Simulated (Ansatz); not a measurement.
AgSbMo, a known structure type with other elements, at an estimated volume

```yaml
crystal:
  lattice:
    - [7.05129, 0.00000, 0.00000]
    - [-3.52564, 6.10660, 0.00000]
    - [0.00000, 0.00000, 4.13805]
  atoms:
    - { symbol: Sb, position: [0.00000, 0.00000, 0.00000] }
    - { symbol: Mo, position: [0.58159, 0.00000, 0.00000] }
    - { symbol: Mo, position: [0.41841, 0.41841, 0.00000] }
    - { symbol: Mo, position: [0.00000, 0.58159, 0.00000] }
    - { symbol: Sb, position: [0.33330, 0.66670, 0.50000] }
    - { symbol: Sb, position: [0.66670, 0.33330, 0.50000] }
    - { symbol: Ag, position: [0.25011, 0.00000, 0.50000] }
    - { symbol: Ag, position: [0.74989, 0.74989, 0.50000] }
    - { symbol: Ag, position: [0.00000, 0.25011, 0.50000] }
```

The numbers come from plane-wave PAW DFT (Ansatz): r2SCAN, no spin polarisation, 500 eV, 4×4×6 Γ-centred k points, gaussian occupations (width 0.0169 eV). Nothing was relaxed.

- Stress: The pressure is -7.1 GPa (compression positive), so with the atoms held at these fractions the cell would first shrink.
- Charges: Bader charges in e: Ag -0.16, Sb -0.39 to -0.11, Mo +0.45. In the mean Mo gives up most and Sb takes most, against the order of Pauling's electronegativities.
- Forces: The largest is on Mo2 (and as large on other atoms): 0.45 eV/Å, components (0.45, 0.00, 0.00). It makes 0° with the line to a nearest neighbour, Sb1 at 2.95 Å, pointing towards it.
- At the Fermi level: It is a metal, with about 7.5 states/eV a cell as the mean within 0.25 eV of the Fermi level, mostly Mo d (86 %).
- Formation energy: 0.65 eV an atom against the elements' usual phases (free molecules for gases, crystals otherwise, with no correction for O₂ or N₂), so at this geometry it isn't bound against them. Relaxing would lower it.
- Contacts: Sb–Ag at 2.69 Å: least valence density 0.35 e/Å³ and ELF 0.31 there. Sb–Mo at 2.95 Å: least valence density 0.31 e/Å³ and ELF 0.51 there. Ag–Ag at 3.05 Å: least valence density 0.17 e/Å³ and ELF 0.14 there. Both are smooth PAW fields, read partly inside the augmentation spheres.

Origin: a known structure type with other elements, at an estimated volume, so it need not be a known compound.
